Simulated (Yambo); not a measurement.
G0W0@LDA for FeP2 (space group Pnnm, No. 58) in Yambo. Reference settings: 2×2×4 Γ-centred k mesh, bands 9 to 150 and a 8 Ry block in the screening, 150 bands in G with the Bruneval-Gonze terminator, plasmon pole fitted at 27.2 eV. The LDA gap Γ → (0, 0, 0.25) on this mesh is 0.34 eV; G0W0 gaps are taken between the same points.

The settings were changed. The gap went from 0.39 eV to 0.41 eV, and the shift of the valence edge from 0.62 eV to 0.71 eV.

Which change was made?
A) 2 Ry block
B) 75 bands in W
C) 63 bands in G, no terminator
D) pole fitted at 40 eV

B, 75 bands in W. The others gave (gap, valence shift): 2 Ry block: 0.99, 0.32 eV; 63 bands in G, no terminator: 0.41, 1.13 eV; pole fitted at 40 eV: 0.39, 0.59 eV.

Geometry of the Materials Project entry, not relaxed at this level; primitive cell a = 4.9182 Å, b = 5.6270 Å, c = 2.7154 Å, α = β = γ = 90.00°.

The structure is a Materials Project entry; no match was found in the copy of COD used, and its stability was not checked.

The runs are not spin-polarised; magnetic order was not tried.

A shift is the quasiparticle energy of the state minus its LDA energy.
